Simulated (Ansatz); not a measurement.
Consider the following.

Cl:
```cif
data_Cl
_chemical_formula_sum 'Cl1'
_space_group_name_H-M_alt 'Pm-3m'
_space_group_IT_number 221
_space_group_name_Hall '-P 4 2 3'
_cell_length_a 2.83614
_cell_length_b 2.83614
_cell_length_c 2.83614
_cell_angle_alpha 90.000
_cell_angle_beta 90.000
_cell_angle_gamma 90.000
loop_
_atom_site_label
_atom_site_type_symbol
_atom_site_symmetry_multiplicity
_atom_site_Wyckoff_symbol
_atom_site_fract_x
_atom_site_fract_y
_atom_site_fract_z
_atom_site_occupancy
Cl1 Cl 1 b 0.50000 0.50000 0.50000 1
```

This is the r²SCAN-relaxed structure.

Q: All from the program Ansatz at the r²SCAN level (PAW), unless another level is named. Predict the electronic character.

A: metallic (no gap).

Q: Predict the density of states at the Fermi level.

A: 1.3 states/eV per atom (mean over ±0.08 eV).

The cell is a constructed one: a structure type filled with these elements; neither database checked (COD, Materials Project) lists it. It is not the usual solid phase (space group No. 64). The cell was relaxed with r²SCAN under the symmetry of its start. At this level the phase is mechanically unstable. The substance is a gas or liquid at ambient conditions. With an odd number of electrons in the cell and no spin polarisation, the count alone makes it a metal.

Potentials: the later of the program's two PAW sets.
